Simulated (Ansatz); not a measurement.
**Kick test of a cell of Cd5HgSe6**

The structure comes from a generated guess, relaxed at this level; another structure or a mixture of phases may lie lower.

The calculation used Ansatz 0.2.0, DFT PBE, scalar-relativistic, plane waves, PAW. Settings: cutoff 420 eV, Γ-centred mesh 12×12×2 on the computed 12-atom cell, Gaussian smearing of 0.01 eV; no spin polarisation.

The cell below (12 atoms, space group P3m1 (No. 156)) is relaxed within its symmetry.

```xyz
12
Lattice="4.3907 0.0000 0.0000 -2.1954 3.8025 0.0000 0.0000 0.0000 21.5005" Properties=species:S:1:pos:R:3 pbc="T T T"
Cd    0.0000    2.5350    0.0203
Cd    0.0000    2.5350   14.3763
Cd    2.1954    1.2675    3.5901
Cd    2.1954    1.2675   10.8012
Cd    2.1954    1.2675   17.9484
Hg    0.0000    2.5350    7.2105
Se    0.0000    2.5350    2.7099
Se    0.0000    2.5350    9.9215
Se    0.0000    2.5350   17.0657
Se    2.1954    1.2675    6.2837
Se    2.1954    1.2675   13.4927
Se    2.1954    1.2675   20.6378
```

For the test it was strained at random (σ = 1.5 % a component), the atoms were moved at random (σ = 0.15 Å), and all was relaxed again on a coarse 6×6×1 mesh (in the run’s order of axes) with 0.20 eV smearing, with no symmetry imposed.

These runs have no spin–orbit coupling, which can matter for Hg.

Question: Is the structure stable against such a distortion?

Answer: It returns, within 1 meV/atom of the unmoved cell on that mesh and with the same symmetry when read at 0.1 Å (P1 at 0.01 Å, so small strains and shifts remain). So it is stable against the distortions that fit this cell and that this random move excites. Modes that don't fit the cell aren't tested.
